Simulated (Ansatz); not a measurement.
HfO2 (baddeleyite type, space group P2_1/c)

```
HfO2
1.0
    5.11406     0.00000     0.00000
    0.00000     5.18158     0.00000
   -0.87114     0.00000     5.22313
Hf O
4 8
Cartesian
  1.23119   0.21683   1.08757
  3.44730   2.80762   1.52399
  3.01173   4.96474   4.13556
  0.79561   2.37396   3.69914
  0.05858   1.72948   1.79684
  4.61990   4.32027   0.81473
  4.18433   3.45210   3.42630
 -0.37699   0.86131   4.40840
  1.87404   3.92590   2.49934
  2.80444   1.33511   0.11223
  2.36887   1.25567   2.72379
  1.43847   3.84646   5.11090
```

The slice is a (100) plane (indices of the conventional cell) through the point (0.552, 0.258, 0.021) (fractional), spanned by u = [010] and v = [001] in vectors of this cell: u (5.18 Å) and v (5.30 Å, at 90° to u). It covers one period; positions are fractions (u, v).

Level of theory: r2SCAN (plane waves to 500 eV, PAW, scalar-relativistic; Ansatz, a program for electronic structure). k mesh 5×5×5. Inside the PAW spheres the values are not all-electron values, and peaks at nuclei hang on which shells count as valence. HfO2 is run without spin polarisation. HfO2 was relaxed with its symmetry unable to fall. Spin-orbit coupling is left out, though Hf is heavy.

Predict the map of the density of the highest valence band (whole band, smooth part) on the slice.


```
|34310000136863100000245|
|54210000124432100000135|
|32100000011211000000012|
|10000000000000000000000|
|00000000000000000000000|
|00000000000000000000000|
|00000000000000000000000|
|10000000000000000000001|
|32100000000111000000123|
|54200000012332100000245|
|34310000014675200000244|
|04410000025996310001241|
|45310000024785210000244|
|65210000012443100000135|
|32100000001121000000012|
|10000000000000000000001|
|00000000000000000000000|
|00000000000000000000000|
|00000000000000000000000|
|11000000000000000000000|
|32100000001110000000012|
|55310000013331000000134|
|34420000136763100000144|
|02420000147974100000243|
```
Scale: ten equal steps from 0.000 (start of '0') to 0.042 (end of '9'), in the order '0123456789'. Values: density of the highest valence band (whole band, smooth part) in e/Å³. The map has 23 points along u (one character each, u = 0 at the left) and 24 along v (v = 0 in the bottom row).
